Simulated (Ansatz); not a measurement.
Method: DFT PBE, scalar-relativistic, plane waves, PAW in Ansatz 0.2.0. All cells share a 420 eV cutoff and Γ-centred k meshes spaced at most about 0.3 Å⁻¹ (about 0.25 or finer for metals, 2π included). No spin polarisation in the final relaxations.

These are static total energies at zero pressure.

Two forms of ScGaTe3 were relaxed alike.

A.

```
CELL_PARAMETERS angstrom
5.59946 0.00000 0.00000
0.00000 5.59946 0.00000
0.00000 0.00000 5.59946
ATOMIC_POSITIONS crystal
Sc 0.00000 0.00000 0.00000
Ga 0.50000 0.50000 0.50000
Te 0.50000 0.00000 0.00000
Te 0.00000 0.50000 0.00000
Te 0.00000 0.00000 0.50000
```

B.

```
CELL_PARAMETERS angstrom
3.57651 2.06490 3.87181
-3.57651 2.06490 3.87181
0.00000 -4.12980 3.87181
ATOMIC_POSITIONS crystal
Sc 0.00000 0.00000 0.00000
Ga 0.50000 0.50000 0.50000
Te 0.00000 0.00000 0.50000
Te 0.50000 0.00000 0.00000
Te 0.00000 0.50000 0.00000
```

Task: Which is lower in energy, and by how much?

Result: B is lower, by 64 meV/atom. A has space group Pm-3m (No. 221), 35.1 Å³/atom and no gap on its mesh; B has space group R-3m (No. 166), 34.3 Å³/atom and no gap. Counting Te atoms around Ga and Sc (those within 1.25 times the shortest such distance or 1.15 times the sum of covalent radii, 1.27 where that leaves under three; a plus sign parts nearer from farther groups; the shortest distance is added where it exceeds 1.18 times the sum of covalent radii), A has Sc 6, Ga 12 from 4.0 Å and B has Sc 6, Ga 6+6 from 3.6 Å. Both come from invented guesses. A third cell relaxed alike, in P4/mmm, lies 69 meV/atom below the lower of the two.

These runs have no spin–orbit coupling, which can matter for Te. Ga stands nearly free of neighbours here, and without spin polarisation the energy of such atoms comes out too high. Cells relaxed within their symmetry can be saddle points.
